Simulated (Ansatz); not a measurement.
SiNi in space group Pnma (No. 62; Si on 4c, Ni on 4c) under volume change, DFT-LDA in the program Ansatz with PAW potentials, shape and atoms relaxed at each volume.

```json
[
 {"V (Å³/atom)": "10.481", "E − E(relaxed) (meV/atom)": "?", "P (GPa)": "?"},
 {"V (Å³/atom)": "10.826", "E − E(relaxed) (meV/atom)": "28.0", "P (GPa)": "13.69"},
 {"V (Å³/atom)": "11.172", "E − E(relaxed) (meV/atom)": "6.6", "P (GPa)": "6.32"},
 {"V (Å³/atom)": "11.518", "E − E(relaxed) (meV/atom)": "0.0", "P (GPa)": "0.00"},
 {"V (Å³/atom)": "11.863", "E − E(relaxed) (meV/atom)": "?", "P (GPa)": "?"},
 {"V (Å³/atom)": "12.209", "E − E(relaxed) (meV/atom)": "22.5", "P (GPa)": "-9.89"},
 {"V (Å³/atom)": "12.554", "E − E(relaxed) (meV/atom)": "48.1", "P (GPa)": "-13.68"}
]
```

Q: What belongs in the gaps?

A: 
- 10.481, E − E(relaxed) (meV/atom): 65.9
- 10.481, P (GPa): 21.75
- 11.863, E − E(relaxed) (meV/atom): 5.9
- 11.863, P (GPa): -5.36

Q: What does a third-order Birch–Murnaghan fit give for V₀, B₀ and B′?

A: V₀ = 11.52 Å³/atom, B₀ = 191 GPa, B′ = 4.0.

Symmetry was held in the LDA relaxation. The run is not spin-polarised.

Potentials: the later of the program's two PAW sets.
